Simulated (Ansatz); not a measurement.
# Band table of Si

```
CELL_PARAMETERS angstrom
0.00000 2.74262 2.71547
2.74262 0.00000 2.71547
2.74262 2.74262 0.00000
ATOMIC_POSITIONS crystal
Si 0.50000 0.50000 0.50000
Si 0.75000 0.75000 0.75000
```

Atoms are numbered in the order listed.

The structure is an experimental refinement, used without relaxation. The listed cell was then made from it by scaling, straining or moving an atom.

Theory: Ansatz 0.2.0, DFT, LDA, all-electron LAPW, scalar-relativistic.

Numerical set-up: a Γ-centred 12×12×12 k mesh, Fermi–Dirac smearing of 0.08 eV, basis error target 0.25 meV/atom, no spin polarisation.

Path points, in fractions of the reciprocal vectors: Γ (0.000, 0.000, 0.000), X (0.000, 0.500, 0.500), P (0.250, 0.750, 0.500), N (0.000, 0.500, 0.000), M (0.500, 0.500, 0.000), S (0.378, 0.622, 0.000), S0 (-0.378, 0.378, 0.000). Levels in eV from the valence-band top; bands 9 to 14, counted from the lowest band of the run. The gap is 0.40 eV, indirect from Γ to the line Γ–M (0.5, 0.5, 0).

```
# k(1/Å) point b9 b10 b11 b12 b13 b14
0.000 Γ -11.87 -0.07 -0.07 0.00 2.45 2.49
0.229 - -11.70 -1.04 -0.62 -0.57 2.10 3.21
0.458 - -11.19 -2.72 -1.50 -1.47 1.37 3.70
0.687 - -10.36 -4.49 -2.22 -2.20 0.78 2.29
0.916 - -9.22 -6.22 -2.67 -2.66 0.50 1.22
1.145 X -7.82 -7.82 -2.82 -2.82 0.63 0.63
1.261 - -7.81 -7.81 -2.95 -2.95 0.86 0.86
1.377 - -7.77 -7.77 -3.24 -3.24 1.49 1.49
1.493 - -7.72 -7.72 -3.55 -3.55 2.36 2.36
1.608 - -7.68 -7.68 -3.76 -3.76 3.36 3.36
1.724 P -7.66 -7.66 -3.84 -3.84 4.22 4.22
1.886 - -8.29 -7.09 -4.13 -3.24 3.62 3.92
2.048 - -8.84 -6.80 -3.85 -2.51 3.18 3.28
2.210 - -9.25 -6.81 -3.01 -1.83 2.68 3.02
2.372 - -9.50 -6.90 -1.93 -1.35 1.91 3.11
2.534 N -9.59 -6.95 -1.27 -1.18 1.30 3.22
2.733 - -10.03 -6.26 -1.20 -1.11 1.38 3.30
2.932 - -10.76 -4.81 -0.98 -0.91 1.63 3.42
3.131 - -11.37 -3.05 -0.65 -0.58 2.00 3.26
3.330 - -11.75 -1.21 -0.27 -0.21 2.40 2.75
3.529 Γ -11.87 -0.07 -0.07 0.00 2.45 2.49
3.761 - -11.70 -0.98 -0.64 -0.64 2.05 3.26
3.992 - -11.18 -2.66 -1.54 -1.54 1.30 3.72
4.223 - -10.33 -4.42 -2.28 -2.28 0.69 2.29
4.455 - -9.18 -6.15 -2.74 -2.74 0.41 1.17
4.686 M -7.77 -7.77 -2.90 -2.90 0.55 0.55
4.766 - -7.78 -7.74 -3.03 -2.88 0.57 0.75
4.845 - -7.81 -7.68 -3.35 -2.83 0.62 1.28
4.924 - -7.88 -7.57 -3.71 -2.75 0.72 2.01
5.004 - -8.00 -7.41 -4.03 -2.64 0.85 2.87
5.083 S -8.18 -7.21 -4.26 -2.49 1.01 3.80
5.367 - -9.01 -6.77 -3.63 -1.99 1.64 4.92
5.652 - -9.52 -6.91 -1.72 -1.39 1.74 3.24
5.936 - -9.52 -6.91 -1.72 -1.39 1.74 3.24
6.220 - -9.01 -6.77 -3.63 -1.99 1.64 4.92
6.505 S0 -8.18 -7.21 -4.26 -2.49 1.01 3.80
6.749 - -9.11 -6.33 -4.23 -1.90 1.70 5.63
6.994 - -10.21 -5.04 -3.39 -1.17 2.47 4.27
7.239 - -11.11 -3.38 -2.10 -0.53 2.83 3.28
7.483 - -11.68 -1.46 -0.73 -0.17 2.69 2.70
7.728 Γ -11.87 -0.07 -0.07 0.00 2.45 2.49
```
